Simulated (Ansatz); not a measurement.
Theory: DFT PBEsol, scalar-relativistic, plane waves, PAW in Ansatz 0.2.0.

Structure of TiO:

```
Ti O
1.0
     2.78889    0.00000    0.00000
    -1.39444    2.41525    0.00000
     0.00000    0.00000    2.79408
Ti O
1 1
Direct
  0.66667 0.33333 0.00000
  0.00000 0.00000 0.50000
```

Settings: cutoff 420 eV, Γ-centred mesh 18×18×16 on the computed 2-atom cell, Gaussian smearing of 0.10 eV; no spin polarisation.

Levels along Γ–M–K–Γ–A–L–H–A | L–M | H–K, in eV from the Fermi level, sorted by energy at each point. Points in fractions of the primitive reciprocal vectors: Γ (0.000 0.000 0.000), M (0.500 0.000 0.000), K (0.333 0.333 0.000), A (0.000 0.000 0.500), L (0.500 0.000 0.500), H (0.333 0.333 0.500).
```csv
point,"k (1/Å, with 2π)",band 6,band 7,band 8,band 9,band 10,band 11,band 12
Γ,0.000,-5.80,-5.80,-5.52,-3.06,1.74,1.74,1.74
-,0.186,-6.05,-5.78,-5.59,-2.96,1.62,1.78,2.05
-,0.372,-6.67,-5.77,-5.72,-2.68,1.33,1.90,2.09
-,0.557,-7.42,-6.01,-5.65,-2.37,1.08,1.98,2.12
-,0.743,-8.14,-6.26,-5.59,-2.23,1.11,1.87,2.42
-,0.929,-8.71,-6.47,-5.54,-2.33,1.47,1.77,2.73
-,1.115,-9.08,-6.61,-5.52,-2.50,1.70,1.89,2.86
M,1.301,-9.21,-6.66,-5.51,-2.57,1.68,2.07,2.87
-,1.408,-9.18,-6.66,-5.61,-2.47,1.57,2.04,2.94
-,1.515,-9.09,-6.66,-5.87,-2.20,1.34,1.95,2.61
-,1.623,-8.95,-6.66,-6.23,-1.80,1.08,1.79,2.22
-,1.730,-8.75,-6.66,-6.64,-1.34,0.86,1.52,1.90
-,1.837,-8.53,-7.04,-6.66,-0.84,0.68,1.18,1.65
-,1.944,-8.30,-7.39,-6.67,-0.41,0.58,0.92,1.43
K,2.052,-8.17,-7.55,-6.67,-0.23,0.54,0.85,1.30
-,2.266,-8.44,-7.11,-6.65,-0.60,0.63,0.67,1.90
-,2.481,-8.54,-6.56,-6.50,-1.14,0.43,0.99,2.54
-,2.695,-8.27,-6.38,-6.03,-1.65,0.48,1.40,2.63
-,2.910,-7.67,-6.12,-5.78,-2.12,0.77,1.76,2.33
-,3.124,-6.88,-5.84,-5.73,-2.56,1.19,1.98,2.02
-,3.339,-6.13,-5.77,-5.61,-2.92,1.58,1.79,2.15
Γ,3.554,-5.80,-5.80,-5.52,-3.06,1.74,1.74,1.74
-,3.714,-5.88,-5.78,-5.78,-2.75,1.46,1.46,1.91
-,3.875,-6.64,-5.72,-5.72,-2.08,1.02,1.02,2.38
-,4.035,-7.49,-5.64,-5.64,-1.30,0.61,0.61,2.56
-,4.196,-8.29,-5.56,-5.56,-0.50,0.30,0.30,2.43
-,4.357,-8.95,-5.48,-5.48,0.11,0.11,0.20,2.22
-,4.517,-9.38,-5.44,-5.44,0.03,0.03,0.69,2.03
A,4.678,-9.53,-5.42,-5.42,0.01,0.01,0.86,1.95
-,4.864,-9.44,-5.56,-5.51,-0.27,0.13,1.12,1.84
-,5.050,-9.19,-5.96,-5.73,-0.70,0.48,1.55,1.65
-,5.236,-8.87,-6.51,-6.03,-1.01,1.01,1.55,1.98
-,5.421,-8.56,-7.10,-6.33,-1.11,1.58,1.67,2.39
-,5.607,-8.35,-7.62,-6.58,-1.01,1.69,2.34,2.77
-,5.793,-8.24,-7.96,-6.75,-0.84,1.81,2.86,3.06
L,5.979,-8.20,-8.08,-6.80,-0.75,1.86,3.06,3.17
-,6.086,-8.19,-8.14,-6.76,-0.74,1.86,3.03,3.21
-,6.193,-8.29,-8.16,-6.67,-0.70,1.88,2.98,3.28
-,6.301,-8.48,-8.11,-6.57,-0.63,1.91,2.94,3.36
-,6.408,-8.67,-8.06,-6.49,-0.53,1.94,2.90,3.43
-,6.515,-8.82,-8.01,-6.43,-0.43,1.97,2.88,3.49
-,6.622,-8.93,-7.98,-6.41,-0.35,1.99,2.86,3.52
H,6.730,-8.96,-7.97,-6.40,-0.31,2.00,2.86,3.54
-,6.944,-8.81,-8.02,-6.41,-0.46,1.95,2.81,3.47
-,7.159,-8.37,-8.14,-6.39,-0.80,1.82,2.55,3.20
-,7.373,-8.37,-7.69,-6.29,-1.08,1.66,2.02,2.70
-,7.588,-8.71,-6.89,-6.08,-1.10,1.30,1.55,2.19
-,7.803,-9.09,-6.14,-5.79,-0.82,0.63,1.61,1.69
-,8.017,-9.41,-5.61,-5.53,-0.34,0.17,1.19,1.81
A,8.232,-9.53,-5.42,-5.42,0.01,0.01,0.86,1.95
L,8.232,-8.20,-8.08,-6.80,-0.75,1.86,3.06,3.17
-,8.392,-8.44,-7.83,-6.75,-0.81,1.79,3.01,3.14
-,8.553,-8.67,-7.54,-6.59,-1.00,1.62,2.87,3.09
-,8.714,-8.86,-7.28,-6.35,-1.30,1.46,2.62,3.06
-,8.874,-9.01,-7.05,-6.07,-1.70,1.46,2.31,3.04
-,9.035,-9.11,-6.86,-5.79,-2.12,1.65,2.00,3.00
-,9.195,-9.18,-6.71,-5.58,-2.45,1.76,1.92,2.92
M,9.356,-9.21,-6.66,-5.51,-2.57,1.68,2.07,2.87
H,9.356,-8.96,-7.97,-6.40,-0.31,2.00,2.86,3.54
-,9.517,-8.90,-7.92,-6.49,-0.34,2.03,2.73,3.50
-,9.677,-8.72,-7.78,-6.74,-0.39,2.09,2.38,3.31
-,9.838,-8.46,-7.54,-7.09,-0.45,1.93,2.08,2.68
-,9.999,-8.15,-7.49,-7.26,-0.48,1.49,1.91,1.99
-,10.159,-7.85,-7.84,-6.97,-0.45,1.15,1.33,1.63
-,10.320,-8.09,-7.63,-6.75,-0.33,0.79,0.93,1.39
K,10.480,-8.17,-7.55,-6.67,-0.23,0.54,0.85,1.30
```

This form isn't the usual stable structure of the compound.